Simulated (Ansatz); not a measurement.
TaAs in space group P-6m2 (No. 187; Ta on 1a, As on 1f) under volume change, PBE (plane waves, PAW; program Ansatz), shape and atoms relaxed at each volume.

| V (Å³/atom) | E − E(relaxed) (meV/atom) | P (GPa) |
|---|---|---|
| 15.999 | 87.8 | 19.33 |
| 16.527 | 36.9 | 11.83 |
| 17.054 | 8.7 | 5.44 |
| 17.582 | 0.0 | 0.00 |
| 18.109 | 7.8 | -4.64 |
| 18.637 | 29.8 | -8.60 |
| 19.164 | 63.8 | -11.97 |

Task: What does a third-order Birch–Murnaghan fit give for V₀, B₀ and B′?

Result: V₀ = 17.58 Å³/atom, B₀ = 167 GPa, B′ = 4.3.

The cell is a constructed one: a structure type filled with these elements; neither database checked (COD, Materials Project) lists it. It is not the phase usual at ambient conditions (space group No. 109). The cell was relaxed with PBE under the symmetry of its start; whether a distortion lowers the energy is not shown. No spin polarisation was allowed. Spin–orbit coupling is left out wherever it is not named.

Potentials: the later of the program's two PAW sets.
